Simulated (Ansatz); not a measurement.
BC5:
```cif
data_C10B2
_chemical_formula_sum 'B2 C10'
_space_group_name_H-M_alt 'I-4m2'
_space_group_IT_number 119
_space_group_name_Hall 'I -4 -2'
_cell_length_a 2.51530
_cell_length_b 2.51530
_cell_length_c 11.39231
_cell_angle_alpha 90.000
_cell_angle_beta 90.000
_cell_angle_gamma 90.000
loop_
_atom_site_label
_atom_site_type_symbol
_atom_site_symmetry_multiplicity
_atom_site_Wyckoff_symbol
_atom_site_fract_x
_atom_site_fract_y
_atom_site_fract_z
_atom_site_occupancy
B1 B 2 c 0.00000 0.50000 0.25000 1
C1 C 4 e 0.00000 0.00000 0.15625 1
C2 C 2 b 0.00000 0.00000 0.50000 1
C3 C 4 f 0.50000 0.00000 0.08012 1
```
(The calculation used a cell of 6 atoms; values per cell refer to that cell.)

Relaxed at zero pressure with the program Ansatz at the PBE level (PAW).

The volume is lowered by 9 % and shape and atoms relax at that volume. What pressure results, and how do the axes share the change?

42.2 GPa; a -3.2 %, b -3.2 %, c -2.9 %; the energy rises by 66 meV/atom.

Give the new structure.


Space group I-4m2 (No. 119); a = 2.435 Å, b = 2.435 Å, c = 11.064 Å, α = 90.00°, β = 90.00°, γ = 90.00°

| atom | site | symmetry | x | y | z |
|---|---|---|---|---|---|
| B | 2c | -4m2 | 0.0000 | 0.5000 | 0.2500 |
| C | 4e | 2mm. | 0.0000 | 0.0000 | 0.1568 |
| C | 2b | -4m2 | 0.0000 | 0.0000 | 0.5000 |
| C | 4f | 2mm. | 0.5000 | 0.0000 | 0.0803 |

The phase is kept; no other phase was compared at this pressure.

The first step of the workflow began from a Materials Project structure, measured or hypothetical; the Crystallography Open Database copy checked does not list it. Whether it is the stable phase at ambient conditions was not checked. The PBE relaxation kept the symmetry of its start; its stability against distortions is not shown here. Its formation energy is positive at this level, so the cell may be metastable or incomplete.

Potentials: the later of the program's two PAW sets.
